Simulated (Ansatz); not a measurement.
YSi:
```
CELL_PARAMETERS angstrom
      2.10127    -5.18448     0.00000
      2.10127     5.18448     0.00000
      0.00000     0.00000     3.77954
ATOMIC_POSITIONS crystal
  Y  0.14034 0.85966 0.75000
  Y  0.85966 0.14034 0.25000
  Si 0.42356 0.57644 0.75000
  Si 0.57644 0.42356 0.25000
```

Relaxed with LDA. Special points in fractions of this cell's reciprocal vectors: Γ (0.000, 0.000, 0.000); Y (-0.500, 0.500, 0.000); C0 (-0.291, 0.709, 0.000); Σ0 (0.291, 0.291, 0.000); Z (0.000, 0.000, 0.500); A0 (0.291, 0.291, 0.500); E0 (-0.291, 0.709, 0.500); T (-0.500, 0.500, 0.500); S (0.000, 0.500, 0.000); R (0.000, 0.500, 0.500).

**Question.** List the band energies nearest the Fermi level at these points for LDA (plane waves, PAW; program Ansatz).

**Answer.** In eV from the Fermi level; about four levels below and three above (degenerate sets whole), none deeper than 8.9 eV; points with the same levels are listed once.

```csv
k,below,above
Γ,-2.72 -2.26 -1.56 -1.31,0.30 0.87 1.81
Y,-1.99 -1.79 -1.10 -0.68,1.53 1.82 2.20
C0,-4.38 -2.34 -2.15 -1.77,0.67 0.72 1.39
Z,-2.11 -2.11 -0.92 -0.92,3.23 3.23 3.76 3.76
A0,-1.91 -1.91 -0.18 -0.18,2.43 2.43 4.02 4.02
T,-1.62 -1.62 -0.04 -0.04,1.63 1.63 2.18 2.18
S,-4.06 -2.82 -2.32 -1.71,0.42 0.92 1.46
R,-2.12 -2.12 -0.35 -0.35,3.26 3.26 3.81 3.81
```

Space group Cmcm. The workflow started from a Materials Project entry (that database holds measured and hypothetical structures alike); the Crystallography Open Database copy checked does not list it. Its standing as an ambient phase is unchecked. The cell was relaxed with LDA under the symmetry of its start; its stability against distortions is not shown here. The run is not spin-polarised. Scalar-relativistic: spin–orbit coupling is off unless named, which matters more the heavier the elements.

Potentials: the later of the program's two PAW sets.
